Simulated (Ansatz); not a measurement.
According to r²SCAN in the plane-wave PAW code Ansatz, TaAl in the rock salt structure (Fm-3m) relaxes to a = 5.255 Å. Al has 6 nearest neighbours from 2.63 Å (octahedral). Its formation energy from the elements is 0.49 eV/atom, with no fitted shifts.

Electronic character: metallic (no gap). Gap from r²SCAN with spin–orbit coupling: none (metallic).

The bulk modulus is 128 GPa. The relaxed-ion elastic constants in GPa are C11 = 336, C12 = 25.0, C44 = -4.1. Bader charges are Ta -0.55, Al +0.55 e.

The start of the workflow was typed in or built on a structure type; neither database checked (COD, Materials Project) lists it. Its standing as an ambient phase is unchecked. The r²SCAN relaxation kept the symmetry of its start. At this level the phase is mechanically unstable. The run is not spin-polarised. Its formation energy is positive at this level, so the cell may be metastable or incomplete. As this level gives no gap, shear constants depend on the k-mesh and smearing (Fermi–Dirac, 0.1 eV here). The references are the lowest solids computed at this level, not always the standard phases. Scalar-relativistic: spin–orbit coupling is off unless named, which matters more the heavier the elements.

Potentials: the later of the program's two PAW sets.
